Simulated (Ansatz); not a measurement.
# TaAl$_{3}$: how the free axis answers a strain

TaAl$_{3}$, I4/mmm, a = 3.836 Å, c = 8.504 Å. The structure is a COD entry; whether it is the stable form wasn't checked. Ansatz: r2SCAN, PAW, 500 eV, Γ-centred 10×10×4 mesh on 8 atoms, Gaussian smearing 0.10 eV; no spin polarisation. Series: biaxial strain in the a-b plane, c and atoms relaxed; x is the strain in per cent. y is the change of c in per cent of 8.504 Å.

```tsv
x (%)	y (%)
-4.5	?
-3.0	1.15
-1.5	0.60
0.0	0.00
1.5	-0.58
3.0	-1.21
4.5	-1.86
```

Task: Fit y = c1 x + c2 x² to the other rows, say what c1 measures, and predict the missing y.

Result: Least squares on the rows shown. y = −0.3948 x − 0.003748 x². With no stress along c, c1 = −2C13/C33 = -0.395. At x = -4.5 the fit asked for gives 1.70 %. The run gave 1.69 %, so the fit is 0.01 % too high, within the rms miss on the fitted rows (0.01 %).

Spin–orbit coupling is left out, which can shift energies with elements as heavy as these.

Cost: 7 runs of about 6.1 core-minutes in all, on Intel Xeon 6975P-C (Granite Rapids) (shared hosts).